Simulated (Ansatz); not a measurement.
# Zone-centre phonons of SnC₂: input and output

All numbers below come from DFT PBEsol, scalar-relativistic, plane waves, PAW (Ansatz 0.2.0).

It can be run as:
```bash
ansatz run input.yaml --threads 1 --pin off --backend cpu --events-out ev --progress --plain --runs-dir out  # memory cap (--max-ram) not shown
```

Input (bare energies are in eV):
```yaml
crystal:
  lattice:
    - [-1.6942753617, 2.1507594774, 2.8502768775]
    - [1.6942753617, -2.1507594774, 2.8502768775]
    - [1.6942753617, 2.1507594774, -2.8502768775]
  atoms:
    - { symbol: Sn, position: [0.0, 0.0, 0.0] }
    - { symbol: C, position: [0.3453356142, 0.5, 0.8453356142] }
    - { symbol: C, position: [0.6546643858, 0.5, 0.1546643858] }
basis:
  ecutwfc: 420
kpoints:
  mp_grid: { grid: [16, 16, 16] }
hamiltonian:
  xc: pbesol
scf:
  occupations: { method: fermi_dirac, width: 0.15 }
output:
  eigenvalues: true
phonons:
  method: dfpt
  eigenvectors: true
```

Results section of the output:
```
--- Phonons (Γ-DFPT): 6 representative perturbations + reference, on 621 of 4096 k-points (Σ response iterations 18) ---
  k mesh reduced under 4 symmetry operations, with k and −k counted as one. Each operation leaves every solved displacement unchanged or reverses it
  ASR residual: 2.224e-4 → 0.000e0 eV/Å²; symmetrization residual: 4.307e-7 eV/Å²
  ASR residual per site (eV/Å²): 6.71e-5 2.22e-4 2.22e-4
  Γ frequencies (cm⁻¹): 0.00 0.00 0.00 84.34 308.27 380.78 390.80 618.86 1431.10
  non-analytic LO–TO correction: not included (Born effective charges unavailable; polar crystals: no LO–TO splitting at Γ)
```

The cell was built by swapping an element in a database structure (itself possibly hypothetical) and relaxing; it need not be the stable form of this composition. In a metal, frequencies and elastic constants depend on the k mesh and the smearing, soft modes and shear constants most.